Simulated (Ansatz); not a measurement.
# ZnCu$_{2}$ (P-3m1): electronic heat capacity and spin susceptibility from the density of states

All numbers below come from Ansatz 0.2.0, DFT r2SCAN, scalar-relativistic, plane waves, PAW.

Plane waves to 500 eV, a k mesh through Γ of 18×18×8 on the computed 3-atom cell and Gaussian smearing (0.10 eV); no spin polarisation.

Relaxed cell: P-3m1, a = 2.592 Å, b = 2.592 Å, c = 6.260 Å, α = 90.00°, β = 90.00°, γ = 120.00°, 3 atoms in the primitive cell. Whether it is the stable form of this composition wasn't checked.

The density of states at the Fermi level is 0.768 states/eV in the cell of 3 atoms (1 formula unit; both spins, tetrahedra on a 27×27×12 mesh).

Task: What Sommerfeld coefficient and Pauli susceptibility does this give?

Result: Per formula unit N(E_F) = 0.768 states/eV. γ = (π²/3) k_B² N(E_F) N_A = 2.357 mJ/(mol K²) per state/eV, so γ = 1.8 mJ/(mol K²), a mole of formula units. χ_P = μ_B² N(E_F) N_A = 3.23×10⁻⁵ emu/mol per state/eV gives 2.5×10⁻⁵ emu/mol. This is the bare band result: a measured γ of the same phase is as a rule larger by a factor 1 + λ from phonons and spin fluctuations, the spin part of χ is larger by the Stoner factor, and a measured χ also holds orbital and core terms. N(E_F) at one energy is sensitive to the mesh where the density of states has sharp peaks.